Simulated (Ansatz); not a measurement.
## Is this Si₂Mo₅ structure a true minimum?

It was reached by relaxing an invented guess, and it needn't be the stable form of this composition.

Theory: Ansatz, DFT PBE, scalar-relativistic, plane waves, PAW. Settings: cutoff 420 eV, Γ-centred mesh 8×8×6 on the computed 7-atom cell, Gaussian smearing of 0.10 eV; no spin polarisation.

The cell below (7 atoms, space group Cmmm (No. 65)) is relaxed within its symmetry.

```
Si Mo
1.0
     2.49847   -4.20217    0.00000
     2.49847    4.20217    0.00000
     0.00000    0.00000    4.95675
Si Mo
2 5
Direct
  0.00000 0.50000 0.00000
  0.50000 0.00000 0.00000
  0.00000 0.00000 0.74325
  0.00000 0.00000 0.25675
  0.50000 0.50000 0.00000
  0.32822 0.67178 0.50000
  0.67178 0.32822 0.50000
```

For the test it was strained at random (σ = 1.5 % a component), the atoms were moved at random (σ = 0.05 Å), and all was relaxed again on a coarse 6×6×4 mesh (in the run’s order of axes) with 0.20 eV smearing, with no symmetry imposed.

Question: Does it come back?

Answer: It returns, within 1 meV/atom of the unmoved cell on that mesh and with the same symmetry when read at 0.1 Å. No instability shows in this cell; modes of other wave vectors, which need another repeat, aren't tested.
